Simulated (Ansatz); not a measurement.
The relaxed structure here is a generated cell of ZrO2: the first start was made by placing the elements on the sites of a structure type, and the end was not matched to a known phase here, so it may be hypothetical. Known forms of ZrO2 include space group No. 14, 137, 225.

The end point of a relaxation of ZrO₂. Space group P6₃/mmc (No. 194), AFLOW prototype A2B_hP12_194_cg_f (C10, as in SiO2). Level of theory: PBEsol (plane waves to 420 eV, PAW, scalar-relativistic; Ansatz, an electronic-structure program).

```xyz
12
Lattice="6.3789 0.0000 0.0000 -3.1895 5.5243 0.0000 0.0000 0.0000 10.4086" Properties=species:S:1:pos:R:3 pbc="T T T"
Zr     0.0000     3.6829     0.6494
Zr     3.1895     1.8414     5.8537
Zr     3.1895     1.8414     9.7592
Zr     0.0000     3.6829     4.5549
O      0.0000     3.6829     2.6022
O      3.1895     1.8414     7.8065
O      3.1895     0.0000     0.0000
O      1.5947     2.7622     5.2043
O     -1.5947     2.7622     0.0000
O      3.1895     0.0000     5.2043
O      1.5947     2.7622     0.0000
O     -1.5947     2.7622     5.2043
```

**Question.** Estimate the band gap that PBEsol returns for this input.

**Answer.** 4.83 eV, direct at Γ (no spin-orbit coupling).

No spin polarisation in the result.

The run could not lose the symmetry of its start: the end is stationary, and may be a saddle point rather than a minimum.
